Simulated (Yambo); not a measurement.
Yambo run on BaAlSiH (space group P3m1, No. 156) under biaxial strain of -1 % along x and y, z relaxed. The wavefunctions come from this Quantum ESPRESSO step (PBEsol, PseudoDojo standard norm-conserving files, scalar-relativistic):

```
&CONTROL
  calculation = 'nscf'
  pseudo_dir = './pseudo'
  outdir = './out'
/
&SYSTEM
  ibrav = 0
  nat = 4
  ntyp = 4
  ecutwfc = 72.0
  ecutrho = 288.0
  occupations = 'fixed'
  force_symmorphic = .true.
  nbnd = 152
/
&ELECTRONS
  conv_thr = 4e-09
  diago_full_acc = .true.
  diago_thr_init = 1e-08
/
ATOMIC_SPECIES
H 1.0080 H.upf
Al 26.9815 Al.upf
Si 28.0850 Si.upf
Ba 137.3270 Ba.upf
CELL_PARAMETERS angstrom
  4.256149976202   0.000000000000   0.000000000000
 -2.128074988101   3.685934001708   0.000000000000
  0.000000000000   0.000000000000   5.106148500000
ATOMIC_POSITIONS crystal
H   0.666666667000   0.333333333000   0.125994138100
Al   0.666666667000   0.333333333000   0.467962509700
Si   0.333333333667   0.666666666333   0.544336791600
Ba   0.000000000333   0.000000000000   0.004616560700
K_POINTS automatic
3 3 2 0 0 0
```

Yambo input:

```
rim_cut
gw0
dyson
el_el_corr
HF_and_locXC
ppa
em1d
RandQpts= 1000000
RandGvec= 1 Ry
EXXRLvcs= 72 Ry
VXCRLvcs= 288 Ry
Chimod= "HARTREE"
% BndsRnXp
 1 | 150 |
%
NGsBlkXp= 8 Ry
% LongDrXp
 1.0 | 1.0 | 1.0 |
%
PPAPntXp= 27.2114 eV
% GbndRnge
 1 | 150 |
%
GTermKind= "BG"
DysSolver= "n"
ExtendOut
% QPkrange
 1 | 1 | 9 | 10 |
 2 | 2 | 9 | 10 |
 3 | 3 | 9 | 10 |
 5 | 5 | 9 | 10 |
%
```

k points by index: 1 = Γ, 2 = A, 3 = (0, 0.333, 0), 5 = K.

Table of the .qp output:

```
#    K-point    Band    Eo [eV]    E [eV]    E-Eo [eV]    Vxc [eV]    Vnlxc [eV]    Sc|Eo [eV]    Sc|E [eV]    dSc/dw|Eo [eV]    Re(Z)    Im(Z)
#
    1    9    -0.520417    -1.133485    -0.613068    -10.10490    -11.72868    0.829630    1.010714    -8.036360    0.772000    -0.001656
    1    10    1.428957    1.331475    -0.097482    -9.197994    -5.273532    -4.049532    -4.021944    -7.711241    0.779187    -0.001640
    2    9    0.000000    -0.511994    -0.511994    -10.20514    -11.52045    0.651346    0.803319    -8.075739    0.771138    -0.001680
    2    10    1.808833    1.813602    0.004769    -9.518119    -5.402663    -4.109338    -4.110687    -7.482385    0.784327    -0.001609
    3    9    -0.646489    -1.082599    -0.436110    -9.583810    -10.61575    0.468507    0.595833    -7.943247    0.774045    -0.001693
    3    10    1.116045    1.015127    -0.100918    -9.225744    -5.673812    -3.680868    -3.652850    -7.563504    0.782498    -0.001623
    5    9    -0.803059    -1.289993    -0.486934    -9.586957    -10.84691    0.627534    0.773021    -8.128877    0.769979    -0.001721
    5    10    1.083926    1.023111    -0.060815    -9.316304    -5.716746    -3.676919    -3.660373    -7.418372    0.785777    -0.001609
```
(The two width columns are left out.) Convergence of these settings isn't established.

The structure is a Materials Project entry; no match was found in the copy of COD used, and its stability was not checked.
